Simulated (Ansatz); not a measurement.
**Si2Rh5, a known structure type with other elements, at an estimated volume**

```yaml
crystal:
  lattice:
    - [0.00000, 5.19646, 0.00000]
    - [6.70641, -2.59823, 0.00000]
    - [0.70479, 0.00000, -5.69970]
  atoms:
    - { symbol: Rh, position: [0.78530, 0.42540, 0.68620] }
    - { symbol: Rh, position: [0.35990, 0.57460, 0.81380] }
    - { symbol: Rh, position: [0.21470, 0.57460, 0.31380] }
    - { symbol: Rh, position: [0.64010, 0.42540, 0.18620] }
    - { symbol: Rh, position: [0.19100, 0.19160, 0.57870] }
    - { symbol: Rh, position: [0.99940, 0.80840, 0.92130] }
    - { symbol: Rh, position: [0.80900, 0.80840, 0.42130] }
    - { symbol: Rh, position: [0.00060, 0.19160, 0.07870] }
    - { symbol: Si, position: [0.41700, 0.21200, 0.92300] }
    - { symbol: Si, position: [0.20500, 0.78800, 0.57700] }
    - { symbol: Si, position: [0.58300, 0.78800, 0.07700] }
    - { symbol: Si, position: [0.79500, 0.21200, 0.42300] }
    - { symbol: Rh, position: [0.57270, 0.00000, 0.75000] }
    - { symbol: Rh, position: [0.42730, 0.00000, 0.25000] }
```

Single point in Ansatz 0.2.0 with r2SCAN, no spin polarisation. Cutoff 500 eV, PAW datasets, 5×5×4 Γ-centred k mesh, gaussian filling (width 0.0114 eV).

Q: Which element gives electrons and which takes them?

A: Bader charges in e: Si +1.53, Rh -1.00 to -0.50. In the mean Si gives up most and Rh takes most.

Q: What does the stress say?

A: The pressure is 0.4 GPa (compression positive), so with the atoms held at these fractions the cell is close to zero pressure; the forces are large, so a full relaxation may end otherwise. The principal stresses -4.3, -1.2, 6.7 GPa differ, so its shape would change too.

Q: What happens at the Fermi level?

A: It is a metal, with about 16 states/eV a cell as the mean within 0.25 eV of the Fermi level, mostly Rh d (93 %).

Q: What is the formation energy?

A: -0.38 eV an atom against the elements' usual phases (free molecules for gases, crystals otherwise, with no correction for O₂ or N₂), so it is bound against them; other compounds may still compete. Relaxing would lower it.

Origin: a known structure type with other elements, at an estimated volume, so it need not be a known compound.
